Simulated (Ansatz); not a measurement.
# BiTe: all-electron results

```
CELL_PARAMETERS angstrom
0.00000 3.23500 3.23500
3.23500 0.00000 3.23500
3.23500 3.23500 0.00000
ATOMIC_POSITIONS crystal
Bi 0.00000 0.00000 0.00000
Te 0.50000 0.50000 0.50000
```

Atom numbers follow the list: Bi1, Te2.

The cell comes from COD entry 9008604, which wasn't checked; take it as a given geometry.

No spin–orbit coupling, which matters for the heavy atoms here.

Levels of theory: DFT, LDA, all-electron LAPW, scalar-relativistic (Ansatz 0.2.0); DFT, LDA, PAW with Ansatz's default frozen-core files, scalar-relativistic (Ansatz 0.2.0).

For LAPW: a Γ-centred 10×10×10 k mesh, Fermi–Dirac smearing of 0.08 eV, basis error target 0.5 meV/atom, no spin polarisation. PAW takes a cutoff of 420 eV at this cell (files made with PBE, cores remade for this functional). The Ansatz runs share mesh, smearing and spin set-up. Values come from LAPW unless marked.

| Quantity | Value |
| --- | --- |
| Pressure at this cell | -2.77 GPa |
| Density of states at the Fermi level (0.2 eV bin) | 1.99 states/eV per cell |
| Volume per atom | 228.5 bohr³ |

(1) Give the computed value. Löwdin charges (with 0.06 e of the cell spilling out of the atomic basis, so their sizes and signs hang on that basis).

(2) Give the computed value. Bader charges (from the PAW run).

(3) Band gap: what does the calculation give?

Results:

(1) Bi1 0.10, Te2 -0.04 e.

(2) Bi1 +0.38, Te2 -0.38 e.

(3) none: with an odd electron count and no spin polarisation the bands can't all be full, a metal in this set-up (spin order or a larger cell could open a gap).
